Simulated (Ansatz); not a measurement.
Relaxed-ion elastic tensor of SrMgF$_{4}$ in space group Cmc2_1 (No. 36; Pearson symbol oS24) in GPa (Voigt order), PBEsol (plane waves, PAW; program Ansatz); density 3.91 g/cm³, 13.29 Å³ per atom.

```
 169  37.6  66.3   0.0   0.0   0.0
37.6  89.7  43.5   0.0   0.0   0.0
66.3  43.5   108   0.0   0.0   0.0
 0.0   0.0   0.0  17.7   0.0   0.0
 0.0   0.0   0.0   0.0  53.6   0.0
 0.0   0.0   0.0   0.0   0.0  30.6
```

Is the crystal mechanically stable?

Yes: the smallest eigenvalue of C is 17.7 GPa.

Work out the Voigt, Reuss and Hill averages.

K_V = 73.5, K_R = 67.2, K_H = 70.3; G_V = 35.0, G_R = 29.5, G_H = 32.2 GPa.

Give Young's modulus, Poisson's ratio, Pugh's ratio and the universal anisotropy index.

E = 9KG/(3K + G) = 83.9 GPa; ν = 0.30; K/G = 2.18 (ductile by the Pugh limit of 1.75); A_U = 5G_V/G_R + K_V/K_R − 6 = 1.03.

Estimate the sound speeds and the Debye temperature.

v_l = √((K + 4G/3)/ρ) = 5380 m/s, v_t = √(G/ρ) = 2870 m/s, mean 3210 m/s; Θ = (h/k)(3n/4πV)^(1/3) v_m = 403 K.

Solve the Christoffel equation for the three sound speeds along x, y, z.

Eigenvalues of C_ijkl n_j n_l equal ρv² (piezoelectric stiffening left out). In km/s, slowest first: x 2.79, 3.70, 6.58; y 2.13, 2.79, 4.79; z 2.13, 3.70, 5.25.

How much does each axis shrink under pressure?

Linear compressibilities β_i = Σ_j S_ij (j = 1 to 3): x 2.3, y 7.9, z 4.6 per TPa.

The first step of the workflow began from a Materials Project structure, measured or hypothetical; the Crystallography Open Database files this formula in space group No. 36, but the cells were not matched. Whether it is the stable phase at ambient conditions was not checked. The PBEsol relaxation kept the symmetry of its start; of distortions, only those at the zone centre were tested.

Potentials: the later of the program's two PAW sets.
